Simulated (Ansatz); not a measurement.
## Y₃Ni₇B₂, one structure, two calculations

Cell: a computed structure from the Materials Project (it need not be an observed phase).

Space group P6_3/mmc (No. 194); a = 5.0786, c = 14.2566 Å, γ = 120.00°.

| site | Wyckoff | site symmetry | x | y | z |
| --- | --- | --- | --- | --- | --- |
| Y1 | 4f | 3m. | 0.3333 | 0.6667 | 0.9692 |
| Y5 | 2d | -6m2 | 0.3333 | 0.6667 | 0.7500 |
| Ni7 | 12k | .m. | 0.1656 | 0.8344 | 0.3497 |
| Ni19 | 2a | -3m. | 0.0000 | 0.0000 | 0.5000 |
| B21 | 2c | -6m2 | 0.3333 | 0.6667 | 0.2500 |
| B23 | 2b | -6m2 | 0.0000 | 0.0000 | 0.2500 |

One atom of each set is listed.

First run. Computed with Ansatz: DFT, PBE, plane waves and PAW, scalar-relativistic, collinear spin, 420 eV cutoff, Γ-centred 8×8×3 k-points, Fermi–Dirac smearing 0.05 eV. Start moments as typed (μB): 1.5 on each Ni, none on the rest.

```tsv
site	V_zz (10²¹ V/m²)	η
Y1	-2.11	0.00
Y5	11.50	0.00
Ni7	-0.76	0.10
Ni19	-2.31	0.00
B21	-0.43	0.00
B23	-0.32	0.00
```

Second run. The same atoms and settings, except that the functional is r2SCAN and the cutoff is 500 eV.

(1) What does the second run give?

Answers

(1) 

| site | V_zz | η | change of V_zz |
| --- | --- | --- | --- |
| Y1 | -2.14 | 0.00 | -0.03 |
| Y5 | 11.69 | 0.00 | +0.19 |
| Ni7 | -1.00 | 0.22 | -0.24 |
| Ni19 | -2.38 | 0.00 | -0.07 |
| B21 | -0.38 | 0.00 | +0.05 |
| B23 | -0.28 | 0.00 | +0.04 |

The largest change of V_zz is on Ni7, from -0.76 to -1.00. In per cent, |V_zz| changes by +1 to +2 on Y, +3 on Ni (all sites that start above 2).

The run finds no gap above 0.1 eV (a metal, or nearly one), so the gradients can move by 10 % or more with the k-mesh. Without spin–orbit coupling (the program notes it for Y) the gradients can shift somewhat, as the gap is small. With these PAW files V_zz is typically within 2 to 3 % of all-electron values, but misses above 10 % occur on Ni. The start moments die out, and the run ends without spin.
For the second run: The program didn't check the stability of this electronic state in full, so a lower one may lie near.
